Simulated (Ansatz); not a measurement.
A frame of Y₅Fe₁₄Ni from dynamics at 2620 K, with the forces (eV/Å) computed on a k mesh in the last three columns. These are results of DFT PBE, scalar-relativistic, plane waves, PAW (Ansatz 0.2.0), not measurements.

Plane waves to 420 eV, a k mesh through Γ of 3×4×3 on the computed 20-atom cell and Fermi–Dirac smearing (0.23 eV); no spin polarisation.

```xyz
20
Lattice="6.924 -0.099 0.185 -0.099 6.918 0.240 0.185 0.240 7.138" Properties=species:S:1:pos:R:3:forces:R:3 pbc="T T T"
Fe    5.162    1.930    2.625    0.010    0.120    0.020
Fe    5.606    3.192    4.637   -0.090   -0.200   -0.280
Fe    7.014    5.334    7.460    0.150    0.290   -0.020
Fe    4.749    6.163    3.170   -1.300    1.740   -0.810
Fe    3.252    3.099    2.940    1.150    1.150   -1.110
Fe    1.000    3.184    2.679   -0.630   -0.110   -0.800
Fe    0.328    4.789    4.926    0.100   -1.300    0.660
Fe    6.307    0.367    1.269    0.030   -1.040    0.370
Fe    1.580    0.834    7.089   -0.750   -1.170   -0.310
Fe    2.053    4.408    0.913   -0.430   -0.630   -0.560
Fe    5.922    4.575    2.931    0.790   -1.350   -1.070
Fe    4.285    5.612    0.993    0.570   -0.720    0.880
Fe    4.540    3.361    0.417   -1.110    1.550    0.900
Fe    2.458    2.118    0.906   -0.380    1.210    0.950
Y     1.871    2.778    5.146   -0.310   -0.500    1.220
Y     4.525    1.357    6.537    1.000   -0.060   -0.180
Y     3.547    5.573    5.762   -0.910   -1.190   -1.220
Y     1.847    6.441    2.569    0.770   -0.240   -0.010
Y     6.589    6.831    4.746   -0.370    2.630    1.150
Ni    6.584    2.621    0.601    1.700   -0.200    0.200
```

Static pressure -5.2 GPa (no kinetic part), no gap on the mesh.

Counting as bonded all pairs within 1.3 times the summed covalent radii:

```csv
atom → neighbour,mean count,mean length (Å),spread (Å)
Fe → Fe,7.00,2.68,0.36
Fe → Ni,0.71,2.73,0.32
Fe → Y,4.36,3.31,0.52
Ni → Fe,10.00,2.73,0.32
Ni → Y,2.00,3.06,0.10
Y → Fe,12.20,3.31,0.52
Y → Ni,0.40,3.06,0.10
Y → Y,6.80,3.91,0.58
```

Angles between all pairs of such bonds at an atom (mean ± spread): 96 ± 34° at Fe, 96 ± 34° at Ni, 93 ± 36° at Y.

Spin polarisation was left out, and a magnetic state may lie lower.

Cost: 1 run of about 3.9 core-minutes, on Arm Neoverse V2 (shared hosts).